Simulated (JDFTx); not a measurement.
System: bromine monochloride, BrCl (SMILES ClBr), charge 0, multiplicity 1; geometry: optimised with GFN2-xTB in vacuum (no frequencies checked; largest PBE force component 0.4 eV/Å).

Level of theory: PBE, GBRV ultrasoft potentials, plane waves to 20/100 Ha; code: a modified build of JDFTx. Liquid: CANDLE, water, 1 M NaCl. The liquid run sits in a periodic box with 3.75 Å from the outermost atoms to the faces; the vacuum run is isolated. The box matters at about 0.01 eV. ΔG_solv is the difference of the two single-point energies, liquid minus vacuum; no corrections are added.

The values are those of the intact species: the continuum can't coordinate to it or react with it.

### Question
What does the calculation give for the solvation energy, its fluid terms and the levels?

### Answer
- solvation energy = 0.07 eV
- part: cavitation term of the fluid = 0.40 eV
- part: dispersion term of the fluid = -0.26 eV
- part: electrostatic term of the fluid = -0.10 eV
- part: distortion of the solute's electrons = 0.02 eV
- dipole moment in vacuum = 0.49 D
- dipole moment in the liquid = 0.83 D
- highest occupied level in vacuum (zero: vacuum level) = -7.01 eV
- highest occupied level in the liquid (zero: bulk electrolyte) = -6.77 eV
